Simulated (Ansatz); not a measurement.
The guess for Si2C was made by a generator: 3-, 4-connected net, elements by coordination (Immm, No. 71). Lengths were set from tabulated atomic sizes, so they are only a guess.

```cif
data_structure
_symmetry_space_group_name_H-M 'Immm'
_symmetry_Int_Tables_number 71
_cell_length_a 2.9296
_cell_length_b 4.9632
_cell_length_c 8.3062
_cell_angle_alpha 90.000
_cell_angle_beta 90.000
_cell_angle_gamma 90.000
_cell_volume 120.77
loop_
_atom_site_label
_atom_site_type_symbol
_atom_site_symmetry_multiplicity
_atom_site_Wyckoff_symbol
_atom_site_fract_x
_atom_site_fract_y
_atom_site_fract_z
_atom_site_occupancy
Si1 Si 8 l 0.50000 0.18138 0.71019 1
C1 C 4 g 0.00000 0.32903 0.00000 1
```

The calculation used Ansatz, DFT PBE, scalar-relativistic, plane waves, PAW. Cutoff 420 eV, Gaussian smearing, Γ-centred meshes. Cell and atoms relax first on a coarse mesh and then on a converged one. In between, the cell is made exact in the group found at 0.06 Å. The steps can't lower the symmetry of their start. No spin polarisation in the relaxation; trial moments died out in a coarse test.

A guess keeps its type if space group and coordination stay and the shape of the cell changes little (axis ratios within about 15 %, angles within 6°); the volume may change.

Question: Will the relaxed cell still be of the starting type?

Answer: It doesn't keep its type. The symmetry stays Immm (No. 71). The volume per atom grows by 99.6 %, from 10.1 to 20.1 Å³. The shortest distance goes from 1.70 Å (C–C) to 1.38 Å (C–C). Counting neighbours within 15 % of an atom's shortest distance, the start has C 3, Si 4 and the end C 1, Si 1. In detail, at the end Si has 1 C at 1.90 Å and 3 Si at 2.36–2.40 Å; C is surrounded by 1 C at 1.38 Å and 2 Si at 1.90 Å.

```cif
data_structure
_symmetry_space_group_name_H-M 'Immm'
_symmetry_Int_Tables_number 71
_cell_length_a 3.8988
_cell_length_b 7.0824
_cell_length_c 8.7300
_cell_angle_alpha 90.000
_cell_angle_beta 90.000
_cell_angle_gamma 90.000
_cell_volume 241.06
loop_
_atom_site_label
_atom_site_type_symbol
_atom_site_symmetry_multiplicity
_atom_site_Wyckoff_symbol
_atom_site_fract_x
_atom_site_fract_y
_atom_site_fract_z
_atom_site_occupancy
Si1 Si 8 l 0.00000 0.66942 0.21018 1
C1 C 4 g 0.00000 0.40237 0.00000 1
```

The last run used an 8×8×8 mesh for its 6-atom cell and Gaussian smearing of 0.02 eV. A later test with randomly moved atoms came back to the same energy, though modes that don't fit the test's cell weren't probed.
